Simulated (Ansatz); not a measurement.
**Surface calculation: fcc Ni (110), 6 layers**

The slab is cut from the fcc crystal, the stable phase, as relaxed on PAW files (10.89 Å³/atom), with 16 Å of vacuum and a dipole correction:

```
CELL_PARAMETERS angstrom
2.48804 0.00000 0.00000
0.00000 3.51862 0.00000
0.00000 0.00000 22.22010
ATOMIC_POSITIONS crystal
Ni 0.25000 0.25000 0.36003
Ni 0.75000 0.75000 0.41602
Ni 0.25000 0.25000 0.47201
Ni 0.75000 0.75000 0.52799
Ni 0.25000 0.25000 0.58398
Ni 0.75000 0.75000 0.63997
```

Computed with Ansatz 0.2.0; functional PBE, scalar-relativistic. Settings: a Γ-centred 15×10×1 k mesh, Fermi–Dirac smearing of 0.05 eV, spin-polarised from start moments Ni1 1, Ni2 1, Ni3 1, Ni4 1, Ni5 1, Ni6 1 μB. Methods: LAPW: all electrons, basis error target 1 meV/atom; PAW: frozen-core files, cutoff 420 eV.

The bulk energy comes from a cell in the slab's orientation on a 15×10×15 mesh. The surface energy is (E(slab) − N·E(bulk))/2A at zero smearing, the mean of both faces; thin slabs carry quantum-size effects.

The magnetic state is the one reached from the start moments; other orders weren't searched.

Problem. As cut, the LAPW slab lies 2.598 eV above 6 atoms of bulk. What surface energy is that?

Solution. Over two faces of 8.75 Å² it is 148.4 meV/Å², and times 16.02 J/m² per eV/Å² that gives γ = 2.378 J/m².

Problem. What do relaxation and the other method give, and what work function comes out?

Solution. 

```
method  γ as cut (J/m²)  γ relaxed (J/m²)  Φ as cut (eV)  Φ relaxed (eV)
  LAPW            2.378                 –           4.44               –
   PAW            2.378             2.297           4.45            4.43
```

Problem. How do the moments vary through the slab?

Solution. Ni1 0.79, Ni2 0.67, Ni3 0.67, Ni4 0.67, Ni5 0.67, Ni6 0.79 μB in the LAPW spheres; the bulk has Ni 0.67 μB.
